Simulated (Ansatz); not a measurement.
Relaxed-ion elastic tensor of Pb (fcc (Cu type), Fm-3m) in GPa (Voigt order), DFT-PBE in the program Ansatz with PAW potentials; density 10.74 g/cm³, 32.02 Å³ per atom.

```
47.2  35.5  35.5   0.0   0.0   0.0
35.5  47.2  35.5   0.0   0.0   0.0
35.5  35.5  47.2   0.0   0.0   0.0
 0.0   0.0   0.0  16.3   0.0   0.0
 0.0   0.0   0.0   0.0  16.3   0.0
 0.0   0.0   0.0   0.0   0.0  16.3
```

Problem. Is the crystal mechanically stable?

Solution. Yes: the smallest eigenvalue of C is 11.7 GPa.

Problem. Work out the Voigt, Reuss and Hill averages.

Solution. K_V = 39.4, K_R = 39.4, K_H = 39.4; G_V = 12.1, G_R = 9.5, G_H = 10.8 GPa.

Problem. Give Young's modulus, Poisson's ratio, Pugh's ratio and the universal anisotropy index.

Solution. E = 9KG/(3K + G) = 29.8 GPa; ν = 0.37; K/G = 3.64 (ductile by the Pugh limit of 1.75); A_U = 5G_V/G_R + K_V/K_R − 6 = 1.39.

Problem. Estimate the sound speeds and the Debye temperature.

Solution. v_l = √((K + 4G/3)/ρ) = 2240 m/s, v_t = √(G/ρ) = 1000 m/s, mean 1130 m/s; Θ = (h/k)(3n/4πV)^(1/3) v_m = 106 K.

Problem. Give the Zener ratio and Young's modulus along [100], [110] and [111].

Solution. A = 2C44/(C11 − C12) = 2.80; 1/E = S11 − 2(S11 − S12 − S44/2)Γ with Γ = 0, 1/4, 1/3 gives 16.7, 30.9, 43.1 GPa.

Problem. Solve the Christoffel equation for the three sound speeds along [100], [110], [111].

Solution. Eigenvalues of C_ijkl n_j n_l equal ρv². In km/s, slowest first: [100] 1.23, 1.23, 2.10; [110] 0.74, 1.23, 2.32; [111] 0.93, 0.93, 2.39.

Symmetry was held in the PBE relaxation. As this level gives no gap, shear constants depend on the k-mesh and smearing (Fermi–Dirac, 0.1 eV here). Spin–orbit coupling is left out wherever it is not named.

Potentials: the later of the program's two PAW sets.
